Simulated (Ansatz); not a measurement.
## Structures of Fe2Ir: which is lowest?

Plane-wave DFT in Ansatz with scalar-relativistic PAW potentials, cutoff 420 eV, Γ-centred meshes chosen by cell and gap, Gaussian smearing with energies taken to zero width. Every cell was relaxed (cell and atoms) in a run of its own, within the symmetry of its start. Functional: PBE.

Relaxed structures (starts from databases or built by putting these elements on another compound's sites):
A. P6/mmm, 3 atoms in the computed cell, a = 3.975 Å, c = 2.593 Å; sites (symmetry × multiplicity) Fe -6m2 × 2, Ir 6/mmm × 1; start: built
B. Fm-3m, 3 atoms in the computed cell, a = 5.557 Å; sites (symmetry × multiplicity) Fe -43m × 8, Ir m-3m × 4; start: built

Question: Rank them by energy. Could pressure change the order?

Answer:
| structure | group | E − E(lowest) (meV/atom) | V (Å³/atom) | gap on mesh (eV) |
| --- | --- | --- | --- | --- |
| A | P6/mmm | 0.0 | 11.82 | 0.00 |
| B | Fm-3m | 597 | 14.30 | 0.00 |

A is lowest, 597 meV/atom under B. The lowest is also the densest of these, so pressure wouldn't bring one of the others in at first order. Other structures may lie lower than all of these, and vibrations aren't counted.

Spin-orbit coupling is left out, which matters for the bands of heavy elements. Spin polarisation was left out, and a magnetic state may lie lower.